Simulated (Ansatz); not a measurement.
**SrTiO₃: do energies and stresses tell the same story?**

Theory: Ansatz, DFT PBE, scalar-relativistic, plane waves, PAW.

Plane waves to 420 eV, a k mesh through Γ of 8×8×8 on the computed 5-atom cell and Gaussian smearing (0.02 eV); no spin polarisation.

Relaxed cell: Pm-3m, a = 3.936 Å, b = 3.936 Å, c = 3.936 Å, α = 90.00°, β = 90.00°, γ = 90.00°, 5 atoms in the primitive cell. Whether it is the stable form of this composition wasn't checked.

Energies at zero smearing and pressures from the stress tensor, at volumes with shape and atoms relaxed:
```json
{"V (Å³/atom)": "10.735", "E − E(first) (meV/atom)": "0.00", "P (GPa)": "28.81"}
{"V (Å³/atom)": "11.101", "E − E(first) (meV/atom)": "-55.14", "P (GPa)": "19.76"}
{"V (Å³/atom)": "11.467", "E − E(first) (meV/atom)": "-91.31", "P (GPa)": "12.08"}
{"V (Å³/atom)": "11.833", "E − E(first) (meV/atom)": "-111.25", "P (GPa)": "5.56"}
{"V (Å³/atom)": "12.199", "E − E(first) (meV/atom)": "-117.45", "P (GPa)": "0.01"}
{"V (Å³/atom)": "12.565", "E − E(first) (meV/atom)": "-111.91", "P (GPa)": "-4.71"}
{"V (Å³/atom)": "12.931", "E − E(first) (meV/atom)": "-96.46", "P (GPa)": "-8.73"}
{"V (Å³/atom)": "13.419", "E − E(first) (meV/atom)": "-62.88", "P (GPa)": "-13.16"}
```

Problem. Check P = −dE/dV between neighbouring volumes, and get the bulk modulus from the pressures alone.

Solution. With 1 eV/Å³ = 160.2 GPa:
| middle V (Å³/atom) | −ΔE/ΔV (GPa) | mean P (GPa) |
| --- | --- | --- |
| 10.918 | 24.141 | 24.285 |
| 11.284 | 15.835 | 15.922 |
| 11.650 | 8.729 | 8.821 |
| 12.016 | 2.715 | 2.783 |
| 12.382 | -2.428 | -2.353 |
| 12.748 | -6.764 | -6.721 |
| 13.175 | -11.024 | -10.945 |

The two differ by 0.14 GPa at most. The mean of two end pressures misses the average over a step by about ΔV² P″/12, up to 0.12 GPa here; with that taken off 0.02 GPa remains. Around V = 12.199 Å³/atom, the two neighbours give B = −V ΔP/ΔV = 12.199 × 10.27 / 0.732 = 171.2 GPa, against B0 = 170.2 GPa from the Birch–Murnaghan fit of the energies.

A ferromagnetic start lost its moments in a first run, so spin was left out; other magnetic orders weren't tried.

Symmetry holds off the tilts and polar distortions that many cubic perovskites undergo.